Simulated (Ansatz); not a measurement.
Bi2Te3, DFT, PBEsol, all-electron LAPW, scalar-relativistic (Ansatz 0.2.0), run on 2 threads of Arm Neoverse V1 on a shared host.

The cell is COD entry 9011962, as deposited and not checked against the literature; nothing was relaxed. The listed cell was then made from it by scaling, straining or moving an atom.

Command: `ansatz run input.yaml --threads 2 --pin off --max-ram 8192MiB --backend cpu --events-out ev --progress --plain --runs-dir out`

```yaml
crystal:
  lattice:
    - [2.2587905752, 1.3041133466, 10.16567]
    - [-2.2587905752, 1.3041133466, 10.16567]
    - [0.0, -2.6082266932, 10.16567]
  atoms:
    - { symbol: Bi, position: [0.4, 0.4, 0.4] }
    - { symbol: Bi, position: [0.6, 0.6, 0.6] }
    - { symbol: Te, position: [0.0, 0.0, 0.0] }
    - { symbol: Te, position: [0.2095, 0.2095, 0.2095] }
    - { symbol: Te, position: [0.7905, 0.7905, 0.7905] }
kpoints:
  mp_grid: { grid: [7, 7, 7] }
  band_path:
    path:
      - [0.0, 0.0, 0.0]
      - [0.5, 0.5, 0.5]
      - [0.822361798, 0.177638202, 0.5]
      - [0.5, -0.177638202, 0.177638202]
      - [0.5, 0.0, 0.0]
      - [0.0, 0.0, 0.0]
      - [0.338819101, -0.338819101, 0.0]
      - [0.661180899, 0.0, 0.338819101]
      - [0.5, 0.0, 0.5]
    npoints: 5
scf:
  occupations: { method: fermi_dirac, width: 0.08 }
hamiltonian:
  xc: pbesol
  pseudopotentials: { kind: all_electron, lapw: { basis_error: 0.001 } }
output:
  forces: true
  stress: true
  eigenvalues: true
```

Task: How large is the problem that the program sets up?

Result: 44 irreducible k-points, 1073 plane waves at Γ, 88 bands.

Task: Estimate the wall time and the peak memory.

Result: 84 s of wall time for 12 SCF iterations, with a peak of 0.87 GiB. Times on shared machines scatter by tens of per cent.
